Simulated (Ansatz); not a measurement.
Ta3Cu2S6:
```
CELL_PARAMETERS angstrom
      1.68047    -8.71380     0.00000
      1.68047     8.71380     0.00000
      0.00000     0.00000    13.01009
ATOMIC_POSITIONS crystal
  Ta 0.27831 0.72169 0.25017
  Ta 0.72169 0.27831 0.75017
  Ta 0.60949 0.39051 0.25012
  Ta 0.39051 0.60949 0.75012
  Ta 0.94349 0.05651 0.24976
  Ta 0.05651 0.94349 0.74976
  Cu 0.27934 0.72066 0.03630
  Cu 0.72066 0.27934 0.53630
  Cu 0.05343 0.94657 0.96348
  Cu 0.94657 0.05343 0.46348
  S  0.28058 0.71942 0.62983
  S  0.71942 0.28058 0.12983
  S  0.60873 0.39127 0.63001
  S  0.39127 0.60873 0.13001
  S  0.94534 0.05466 0.63172
  S  0.05466 0.94534 0.13172
  S  0.72173 0.27827 0.36753
  S  0.27827 0.72173 0.86753
  S  0.05732 0.94268 0.36940
  S  0.94268 0.05732 0.86940
  S  0.38583 0.61417 0.37168
  S  0.61417 0.38583 0.87168
```

This is the r²SCAN-relaxed structure.

### Question
All from DFT-r²SCAN in the program Ansatz with PAW potentials, unless another level is named. Predict the electronic character.

### Answer
metallic (no gap).

### Question
Predict the formation energy from the elements (no fitted shifts).

### Answer
-1.05 eV/atom.

### Question
Predict the density of states at the Fermi level.

### Answer
0.28 states/eV per atom (mean over ±0.08 eV).

Space group Cmc2_1. The workflow started from a Materials Project entry (that database holds measured and hypothetical structures alike); the Crystallography Open Database copy checked does not list it. Whether it is the stable phase at ambient conditions was not checked. Symmetry was held in the r²SCAN relaxation; whether a distortion lowers the energy is not shown. The run is not spin-polarised. The references are the lowest solids computed at this level, not always the standard phases. Scalar-relativistic: spin–orbit coupling is off unless named, which matters more the heavier the elements.

Potentials: the later of the program's two PAW sets.
